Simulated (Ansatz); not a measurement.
SrTiO$_{3}$:
```
SrTiO3
1.0
    3.89143     0.00000     0.00000
    0.00000     3.89143     0.00000
    0.00000     0.00000     3.89143
Sr Ti O
1 1 3
Cartesian
  0.00000   0.00000   0.00000
  1.94572   1.94572   1.94572
  1.94572   0.00000   1.94572
  0.00000   1.94572   1.94572
  1.94572   1.94572   0.00000
```

Relaxed with PBEsol. The program Ansatz at the PBEsol level (PAW) gives a gap of 1.86 eV.

Q: What gap does HSE06 give on the same cell (Ansatz, PAW)?

A: 3.36 eV, 1.50 eV more. The hybrid was solved on a coarser mesh and at special points; the gap given is the minimum over both.

| k | v1 PBEsol | c1 PBEsol | v1 HSE06 | c1 HSE06 |
|---|---|---|---|---|
| Γ | -0.33 | 1.86 | -0.36 | 3.35 |
| R | 0.00 | 4.56 | ___ | ___ |
| M | -0.09 | 3.87 | ___ | ___ |
| X | -0.72 | 2.03 | ___ | ___ |

Q: Top valence (v1) and lowest conduction level (c1) in eV from each method's valence maximum (which need not be a listed point): supply the withheld HSE06 values.

A: 
- M, v1 HSE06: -0.09
- M, c1 HSE06: 5.53
- X, v1 HSE06: -0.79
- X, c1 HSE06: 3.54
- R, v1 HSE06: 0.00
- R, c1 HSE06: 6.34

Cost on shared cores: the PBEsol run (SCF on a 7×7×7 mesh, then bands and DOS) very roughly 11 core-seconds, the HSE06 run (SCF on 4×4×4, then a few points) very roughly 40 core-seconds; the tasks are unlike.

Space group Pm-3m (cubic perovskite). The PBEsol relaxation kept the symmetry of its start. At this level the phase is dynamically unstable (imaginary phonons). No spin polarisation was allowed. Spin–orbit coupling is left out wherever it is not named.

Potentials: the earlier of the program's two PAW sets. The files were generated under PBE; for other functionals the program regenerates the frozen cores, and for LDA and PBEsol the local potential too.
